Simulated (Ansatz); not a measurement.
Task: Each is relaxed and computed with the program Ansatz at the r²SCAN level (PAW). Which is the only one with a gap?
A. LaAl2Si2, P-3m1 (La on 1a, Al on 2d, Si on 2d)
B. EuAl2Ge2, P-3m1 (Eu on 1a, Ge on 2d, Al on 2d)
C. K3V3O8, P-3m1 (Pearson symbol hP14)
D. TbAl2Ge2, P-3m1 (Tb on 1a, Al on 2d, Ge on 2d)

Result: C, K3V3O8, P-3m1 (Pearson symbol hP14). K3V3O8: gap 0.65 eV; EuAl2Ge2: metal; TbAl2Ge2: metal; LaAl2Si2: metal. The 4f shell is in the valence, and the state reached may lie above the lowest one. Spin orders computed, not proven ground states: K3V3O8, P-3m1 (Pearson symbol hP14) ferromagnetic; EuAl2Ge2, P-3m1 (Eu on 1a, Ge on 2d, Al on 2d) ferromagnetic; TbAl2Ge2, P-3m1 (Tb on 1a, Al on 2d, Ge on 2d) ferromagnetic. Standing as an ambient phase not checked: K3V3O8, P-3m1 (Pearson symbol hP14); EuAl2Ge2, P-3m1 (Eu on 1a, Ge on 2d, Al on 2d); TbAl2Ge2, P-3m1 (Tb on 1a, Al on 2d, Ge on 2d); LaAl2Si2, P-3m1 (La on 1a, Al on 2d, Si on 2d). All cells were relaxed under the symmetry of their starts (and spin orders); stability against distortions was not tested throughout. No Hubbard U is applied. Scalar-relativistic: spin–orbit coupling is off unless named, which matters more the heavier the elements.

Potentials: the later of the program's two PAW sets.
